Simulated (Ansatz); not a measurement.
A generator proposed this cell of Si3O2.

```
Si O
1.0
     4.35364    0.00000    0.00000
     0.00000    4.35364    0.00000
     0.00000    0.00000    3.60172
Si O
3 2
Direct
  0.00000 0.00000 0.77843
  0.00000 0.00000 0.22157
  0.50000 0.50000 0.50000
  0.00000 0.50000 0.04660
  0.50000 0.00000 0.95340
```

Level of theory: DFT PBE, scalar-relativistic, plane waves, PAW (Ansatz). Cutoff 420 eV; k points 4×4×6 on the computed 5-atom cell (Γ-centred); Gaussian smearing, width 0.10 eV; no spin polarisation.

Formation energies are uncorrected and refer to the elements' standard structures at the same level (O₂ as a molecule).

Q: How far from equilibrium is it?

A: The pressure is 35.5 GPa (the mean over three directions, positive in compression), the largest force is 26.58 eV/Å, and the energy is +1.82 eV/atom against the elements. The shortest distance is 1.60 Å, so close that the PAW spheres overlap strongly and these values are rough.

Q: How much does it gain on relaxing, and where does it end?

A: Relaxing gains about 2.1 eV/atom (the start's value is from the coarse mesh, so the gain is rough) in 48 ionic steps and ends at −0.30 eV/atom on the finer mesh. The symmetry stays P-4m2 (No. 115). The volume per atom grows by 7.9 %, from 13.7 to 14.7 Å³. The shortest distance goes from 1.60 Å (Si–Si) to 1.72 Å (Si–O). The ratio c/a of the conventional cell changes by a factor of 2.18. Conventional cell: a = 3.443 Å, c = 6.211 Å. Around Si on a site of symmetry 2mm lie 2 O at 1.72 Å and 1 Si at 2.49 Å; Si on a site of symmetry -4m2 is surrounded by 4 O at 2.50 Å (long against covalent radii, as for large ions); O has 2 Si at 1.72 Å and 2 Si at 2.50 Å.

The last run used a 10×10×8 mesh (in the run's order of axes) for its 5-atom cell and Gaussian smearing of 0.10 eV. The relaxation can't lower the symmetry of the start. Symmetry constrained the relaxation, so the result can be a saddle point. Another cell of Si3O2 relaxed alike, in P4mm, lies 0.56 eV/atom lower, so this cell isn't the stable form at this level.
